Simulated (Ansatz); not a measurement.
# Kick test of a cell of ZrTi3C4

The structure comes from a generated guess, relaxed at this level; another structure or a mixture of phases may lie lower.

The calculation used Ansatz 0.2.0, DFT PBE, scalar-relativistic, plane waves, PAW. Cutoff 420 eV; k points 12×12×12 on the computed 8-atom cell (Γ-centred); Gaussian smearing, width 0.10 eV; no spin polarisation.

The cell below (8 atoms, space group I4/mmm (No. 139)) is relaxed within its symmetry.

```
Zr Ti C
1.0
    -2.22426    2.22426    4.42912
     2.22426   -2.22426    4.42912
     2.22426    2.22426   -4.42912
Zr Ti C
1 3 4
Cartesian
  0.0000 0.0000 4.4291
  0.0000 0.0000 0.0000
  0.0000 2.2243 2.2146
  2.2243 0.0000 2.2146
  0.0000 0.0000 2.1609
  2.2243 0.0000 0.0000
  0.0000 0.0000 6.6973
  0.0000 2.2243 0.0000
```

For the test it was strained at random (σ = 1.5 % a component), the atoms were moved at random (σ = 0.10 Å), and all was relaxed again on a coarse 6×6×6 mesh (in the run’s order of axes) with 0.20 eV smearing, with no symmetry imposed.

Question: What happens?

Answer: It returns, within 1 meV/atom of the unmoved cell on that mesh and with the same symmetry when read at 0.1 Å. No instability shows in this cell; modes of other wave vectors, which need another repeat, aren't tested.
